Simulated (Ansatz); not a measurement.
# All-electron DFT: BeMo

This is model BeMo built from the zinc-blende structure and then distorted, one atom being moved towards a neighbour.

Computed with Ansatz 0.2 development build, DFT, PBE, all-electron full-potential LAPW, scalar-relativistic, point nucleus. Occupations are Fermi–Dirac at 0.15 eV on a coarse k-mesh, 3×3×3 Γ-centred; the results hold for that mesh. For a metal, stress, forces and moments on so few k-points can be far from the converged ones. Spin-restricted. Labels count atoms in the order given.

```
Mo Be
1.0
    -2.75603    0.04698    2.49767
    -0.08533    2.62986    2.45931
    -2.68641    2.59859    0.11660
Mo Be
1 1
Direct
  0.20949 0.66275 0.30096
  0.45274 0.89906 0.59545
```

| atom | Fx (eV/Å) | Fy (eV/Å) | Fz (eV/Å) |
| --- | --- | --- | --- |
| Mo1 | -1.414 | 1.601 | -0.625 |
| Be2 | 1.414 | -1.601 | 0.625 |

Stress tensor (GPa, compression positive):
```
 0.06 -4.56  8.10
-4.56  0.62 -8.14
 8.10 -8.14 -2.75
```

```
All-electron free energy E − TS (its zero hangs on the relativistic scheme and nucleus) : -110577.270 eV
Pressure                                                                                : -0.69 GPa
Largest force                                                                           : 2.226 eV/Å
```

**BeMo₂: forces and stress of a distorted cell**

System: BeMo₂ placed on the sites of the CdI2 structure (a generated, not necessarily known, phase), then sheared and rattled.

Theory: Ansatz, DFT, PBE, all-electron PAW datasets generated for the cell (no frozen core), scalar-relativistic valence, Dirac core shells, point nucleus. k-points 3×3×2 (shift 0.0, 0.0, 0.5 mesh steps), Fermi–Dirac smearing of 0.15 eV. The mesh is coarse, so the numbers hold for this sampling and aren't converged over the zone. In metals such a mesh can move stress, forces and moments by their own size. Spin-restricted. Labels count atoms in the order given.

Extended XYZ with forces in eV/Å (pressure in GPa):

```xyz
3
Lattice="3.2731 -0.0762 0.0097 -1.7026 2.8115 -0.0133 0.0159 -0.0160 5.3843" Properties=species:S:1:pos:R:3:forces:R:3 pbc="T T T" pressure=-23.46
Be   -0.5315    1.2926    3.9583    0.4928    0.2705   -0.0834
Mo   -0.5381    3.1740    5.4790   -0.3108   -0.0036    0.7489
Mo    1.2192    2.2174    7.7992   -0.1821   -0.2669   -0.6655
```

Stress (GPa; xx, yy, zz, yz, xz, xy; compression positive): -24.88, -20.72, -24.78, 1.35, -0.53, 3.16.
